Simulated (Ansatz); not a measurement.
## Structures of KGe$_{2}$: which is lowest?

Plane-wave DFT in Ansatz with scalar-relativistic PAW potentials, cutoff 420 eV, Γ-centred meshes chosen by cell and gap, Gaussian smearing with energies taken to zero width. Every cell was relaxed (cell and atoms) in a run of its own, within the symmetry of its start. Functional: PBE.

Relaxed structures (starts from databases or built by putting these elements on another compound's sites):
A. R-3m, 3 atoms in the computed cell, a = 4.113 Å, c = 18.475 Å; sites (symmetry × multiplicity) K -3m × 3, Ge 3m × 6; start: built
B. P4/nmm, 6 atoms in the computed cell, a = 4.641 Å, c = 7.800 Å; sites (symmetry × multiplicity) K 4mm × 2, Ge -4m2 × 2 + 4mm × 2; start: built

Q: Rank them by energy. Could pressure change the order?

A:
| structure | group | E − E(lowest) (meV/atom) | V (Å³/atom) | gap on mesh (eV) |
| --- | --- | --- | --- | --- |
| B | P4/nmm | 0.0 | 28.00 | 0.00 |
| A | R-3m | 53 | 30.07 | 0.00 |

B is lowest, 53 meV/atom under A. The lowest is also the densest of these, so pressure wouldn't bring one of the others in at first order. Other structures may lie lower than all of these, and vibrations aren't counted.